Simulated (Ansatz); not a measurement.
## Structures of CdPb2: which is lowest?

Plane-wave DFT in Ansatz with scalar-relativistic PAW potentials, cutoff 420 eV, Γ-centred meshes chosen by cell and gap, Gaussian smearing with energies taken to zero width. Every cell was relaxed (cell and atoms) in a run of its own, within the symmetry of its start. Functional: PBE.

Relaxed structures (starts from databases or built by putting these elements on another compound's sites):
A. P6/mmm, 3 atoms in the computed cell, a = 5.604 Å, c = 3.318 Å; sites (symmetry × multiplicity) Cd 6/mmm × 1, Pb -6m2 × 2; start: built
B. I4/mmm, 3 atoms in the computed cell, a = 3.591 Å, c = 13.587 Å; sites (symmetry × multiplicity) Cd 4/mmm × 2, Pb 4mm × 4; start: built

Problem. Rank them by energy. Could pressure change the order?

Solution.
| structure | group | E − E(lowest) (meV/atom) | V (Å³/atom) | gap on mesh (eV) |
| --- | --- | --- | --- | --- |
| B | I4/mmm | 0.0 | 29.20 | 0.00 |
| A | P6/mmm | 89 | 30.08 | 0.00 |

B is lowest, 89 meV/atom under A. The lowest is also the densest of these, so pressure wouldn't bring one of the others in at first order. Other structures may lie lower than all of these, and vibrations aren't counted.

Spin-orbit coupling is left out, which matters for the bands of heavy elements. For Tl, Pb and Bi spin-orbit coupling shifts energies too.